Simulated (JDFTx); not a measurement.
An input for JDFTx (a modified build) (Nb(110), linear PCM (GLSSA13), water, 1 M NaF; bohr, hartree) and the course of its log:

```
lattice \
  6.2694120828 3.1347060414 0.0000000000 \
  0.0000000000 4.4331437969 0.0000000000 \
  0.0000000000 0.0000000000 43.4637008664
coords-type Lattice
ion Nb 0.5000000000 0.0000000000 -0.1529946960 0
ion Nb 0.0000000000 0.0000000000 -0.0509982320 0
ion Nb 0.5000000000 0.0000000000 0.0509982320 0
ion Nb 0.0000000000 0.0000000000 0.1529946960 0
ion-species pseudo/nb_pbe_v1.upf
elec-cutoff 20 100
elec-ex-corr gga-PBE
coulomb-interaction Slab 001
coulomb-truncation-embed 0 0 0
kpoint-folding 10 10 1
elec-smearing Fermi 0.01
elec-n-bands 37
target-mu -0.166842
electronic-scf nIterations 100 energyDiffThreshold 1e-07
fluid LinearPCM
pcm-variant GLSSA13
fluid-solvent H2O
fluid-cation Na+ 1
fluid-anion F- 1
fluid-minimize nIterations 400 knormThreshold 1e-11
wavefunction read f0.wfns
elec-initial-eigenvals f0.eigenvals
elec-initial-fillings read f0.fillings
fluid-initial-state f0.fluidState
dump-name f0_u0.$VAR
dump End State Ecomponents EigStats BandEigs Forces ElecDensity IonicPositions Fillings Kpoints Dtot FluidDebug BoundCharge FluidDensity
```

```
[one cycle in 5 is shown, and the last three; fluid-solver lines are left out]
	FillingsUpdate:  mu: -0.166842000  nElectrons: 49.169510
SCF: Cycle:  0   G: -216.598783576743841   dG: +3.686e+00   |Residual|: 1.428e-01   |deigs|: 4.641e-08
	FillingsUpdate:  mu: -0.166842000  nElectrons: 51.533545
SCF: Cycle:  5   G: -220.214674146586987   dG: -1.105e-02   |Residual|: 2.117e-02   |deigs|: 8.241e-04
	FillingsUpdate:  mu: -0.166842000  nElectrons: 50.910716
SCF: Cycle: 10   G: -219.796598426121420   dG: +2.660e-01   |Residual|: 5.282e-02   |deigs|: 2.283e-03
	FillingsUpdate:  mu: -0.166842000  nElectrons: 50.799262
SCF: Cycle: 15   G: -219.826440031157347   dG: +1.937e-01   |Residual|: 5.256e-02   |deigs|: 1.776e-03
	FillingsUpdate:  mu: -0.166842000  nElectrons: 49.471022
SCF: Cycle: 20   G: -218.325301346603311   dG: -2.913e+00   |Residual|: 1.147e-01   |deigs|: 7.331e-03
	FillingsUpdate:  mu: -0.166842000  nElectrons: 52.673653
SCF: Cycle: 25   G: -219.748063634189123   dG: +2.796e-01   |Residual|: 5.958e-02   |deigs|: 2.785e-03
	FillingsUpdate:  mu: -0.166842000  nElectrons: 51.377790
SCF: Cycle: 30   G: -220.296481139314750   dG: -3.600e-01   |Residual|: 1.105e-02   |deigs|: 5.725e-03
	FillingsUpdate:  mu: -0.166842000  nElectrons: 51.134279
SCF: Cycle: 35   G: -220.287577752629801   dG: -2.938e-02   |Residual|: 1.870e-02   |deigs|: 3.754e-03
	FillingsUpdate:  mu: -0.166842000  nElectrons: 47.494681
SCF: Cycle: 40   G: -214.867435067751018   dG: -3.690e+00   |Residual|: 1.976e-01   |deigs|: 7.300e-03
	FillingsUpdate:  mu: -0.166842000  nElectrons: 46.946461
SCF: Cycle: 45   G: -212.898688011838630   dG: +1.390e+00   |Residual|: 2.282e-01   |deigs|: 2.549e-03
	FillingsUpdate:  mu: -0.166842000  nElectrons: 48.517691
SCF: Cycle: 50   G: -217.809208829613738   dG: -3.336e+00   |Residual|: 1.353e-01   |deigs|: 8.176e-03
	FillingsUpdate:  mu: -0.166842000  nElectrons: 47.684333
SCF: Cycle: 55   G: -216.265537470657705   dG: -6.783e-01   |Residual|: 1.684e-01   |deigs|: 1.999e-03
	FillingsUpdate:  mu: -0.166842000  nElectrons: 45.749056
SCF: Cycle: 60   G: -210.944633626230086   dG: +9.169e-02   |Residual|: 2.597e-01   |deigs|: 1.771e-04
	FillingsUpdate:  mu: -0.166842000  nElectrons: 48.233394
SCF: Cycle: 65   G: -218.362138333066099   dG: -5.991e+00   |Residual|: 1.236e-01   |deigs|: 1.503e-02
	FillingsUpdate:  mu: -0.166842000  nElectrons: 47.462795
SCF: Cycle: 70   G: -216.940027296774304   dG: +3.157e+00   |Residual|: 1.647e-01   |deigs|: 1.660e-02
	FillingsUpdate:  mu: -0.166842000  nElectrons: 48.611519
SCF: Cycle: 75   G: -218.815186363166163   dG: +1.019e+00   |Residual|: 1.073e-01   |deigs|: 6.086e-03
	FillingsUpdate:  mu: -0.166842000  nElectrons: 49.557164
SCF: Cycle: 80   G: -220.072852998576963   dG: -4.802e-02   |Residual|: 4.898e-02   |deigs|: 7.832e-04
	FillingsUpdate:  mu: -0.166842000  nElectrons: 44.918343
SCF: Cycle: 85   G: -209.358644368596316   dG: +2.304e+00   |Residual|: 2.933e-01   |deigs|: 4.361e-03
	FillingsUpdate:  mu: -0.166842000  nElectrons: 46.641208
SCF: Cycle: 90   G: -215.479565744777631   dG: +4.201e+00   |Residual|: 1.978e-01   |deigs|: 1.646e-02
	FillingsUpdate:  mu: -0.166842000  nElectrons: 49.731501
SCF: Cycle: 95   G: -220.308117152161827   dG: +2.916e-02   |Residual|: 3.665e-02   |deigs|: 9.647e-04
	FillingsUpdate:  mu: -0.166842000  nElectrons: 48.421996
SCF: Cycle: 97   G: -219.217848422135972   dG: +4.069e-01   |Residual|: 1.018e-01   |deigs|: 2.470e-03
	FillingsUpdate:  mu: -0.166842000  nElectrons: 49.958833
SCF: Cycle: 98   G: -220.356479207044003   dG: -1.139e+00   |Residual|: 2.647e-02   |deigs|: 1.312e-02
	FillingsUpdate:  mu: -0.166842000  nElectrons: 47.087248
SCF: Cycle: 99   G: -216.639604464163853   dG: +3.717e+00   |Residual|: 1.717e-01   |deigs|: 2.269e-02
SCF: None of the convergence criteria satisfied after 100 iterations.
IonicMinimize: Iter:   0  G: -216.639604464163853  |grad|_K:  0.000e+00
IonicMinimize: Converged (|grad|_K<1.000000e-04).
```

This run gave no converged result. The electronic loop ended without meeting its threshold, so the last energy, electron count and forces aren't results.
